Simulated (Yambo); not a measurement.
Yambo run on HgO (space group P3_121, No. 152). The wavefunctions come from this Quantum ESPRESSO step (PBEsol, PseudoDojo standard norm-conserving files, scalar-relativistic):

```
&CONTROL
  calculation = 'nscf'
  pseudo_dir = './pseudo'
  outdir = './out'
/
&SYSTEM
  ibrav = 0
  nat = 6
  ntyp = 2
  ecutwfc = 84.0
  ecutrho = 336.0
  occupations = 'fixed'
  force_symmorphic = .true.
  nbnd = 166
/
&ELECTRONS
  conv_thr = 6.000000000000001e-09
  diago_full_acc = .true.
  diago_thr_init = 1e-08
/
ATOMIC_SPECIES
O 15.9990 O.upf
Hg 200.5920 Hg.upf
CELL_PARAMETERS angstrom
  3.651148047264   0.000000000000   0.000000000000
 -1.825574023632   3.161986961908   0.000000000000
  0.000000000000   0.000000000000   8.829032104000
ATOMIC_POSITIONS crystal
O   0.551131370600   0.551131370600   0.000000000000
O   0.448868629400   0.000000000000   0.333333333333
O   0.000000000000   0.448868629400   0.666666666667
Hg   0.233328972900   0.233328972900   0.500000000000
Hg   0.766671027100   0.000000000000   0.833333333333
Hg   0.000000000000   0.766671027100   0.166666666667
K_POINTS automatic
3 3 1 0 0 0
```

Yambo input:

```
rim_cut
gw0
dyson
el_el_corr
HF_and_locXC
ppa
em1d
RandQpts= 1000000
RandGvec= 1 Ry
EXXRLvcs= 84 Ry
VXCRLvcs= 336 Ry
Chimod= "HARTREE"
% BndsRnXp
 13 | 164 |
%
NGsBlkXp= 7 Ry
% LongDrXp
 1.0 | 1.0 | 1.0 |
%
PPAPntXp= 27.2114 eV
% GbndRnge
 1 | 164 |
%
GTermKind= "BG"
DysSolver= "n"
ExtendOut
% QPkrange
 1 | 1 | 39 | 40 |
 3 | 3 | 39 | 40 |
%
```

k points by index: 1 = Γ, 3 = K.

Resulting energies as the program prints them:

```
#    K-point    Band    Eo [eV]    E [eV]    E-Eo [eV]    Vxc [eV]    Vnlxc [eV]    Sc|Eo [eV]    Sc|E [eV]    dSc/dw|Eo [eV]    Re(Z)    Im(Z)
#
    1    39    0.000000    -0.290271    -0.290271    -20.54693    -25.65536    4.732067    4.818156    -8.066680    0.771338    -0.001387
    1    40    1.469241    2.244227    0.774986    -20.62674    -18.28054    -1.375412    -1.571221    -6.874912    0.798307    -0.001170
    3    39    -0.437948    -0.791117    -0.353169    -20.22666    -25.01404    4.334430    4.434206    -7.684924    0.779776    -0.001342
    3    40    4.349721    5.469021    1.119300    -17.20073    -11.92713    -3.884918    -4.154298    -6.548197    0.806032    -0.001435
```
(The two width columns are left out.) Convergence of these settings isn't established.

Spin-orbit coupling is not included.

Geometry relaxed with PBE+D3(BJ).

The structure is a Materials Project entry; no match was found in the copy of COD used, and its stability was not checked.
